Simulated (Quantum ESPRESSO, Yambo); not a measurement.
## Levels of theory for the gap of SnS$_{2}$ monolayer

A free-standing SnS₂ monolayer (symmetry P-3m1, slab cell 15.9 Å high): one geometry, one set of PBE (stringent potentials; Quantum ESPRESSO, PseudoDojo norm-conserving, 102 Ry, no spin-orbit coupling) orbitals, self-energies from Yambo (6×6×1 Γ-centred k mesh, bands 5 to 125 and a 6 Ry block in the screening, 125 bands in G with the Bruneval-Gonze terminator, plasmon pole fitted at 27.2 eV, slab-truncated Coulomb interaction, stochastic integration of W near q = 0).

The layer was cut from Materials Project entry mp-1170 and relaxed with PBE+D3(BJ) in a cell 15.9 Å high, with the Coulomb interaction truncated along z.

```json
[
 {"level": "PBE (Quantum ESPRESSO)", "gap (0, 0.167) → M (eV)": "1.57", "direct gap at M (eV)": "1.83", "rough Yambo cost": "–"},
 {"level": "exchange only (Hartree-Fock self-energy on PBE orbitals)", "gap (0, 0.167) → M (eV)": "7.53", "direct gap at M (eV)": "7.95", "rough Yambo cost": "about 1/7 (8 states)"},
 {"level": "G0W0@PBE, plasmon pole", "gap (0, 0.167) → M (eV)": "3.09", "direct gap at M (eV)": "3.39", "rough Yambo cost": "1 (8 states)"}
]
```

Bare exchange has no screening and gives the widest gap.

Costs are rough ratios of core time on shared machines.

Convergence of the G0W0 settings was not tested.

Spin-orbit splittings are left out.
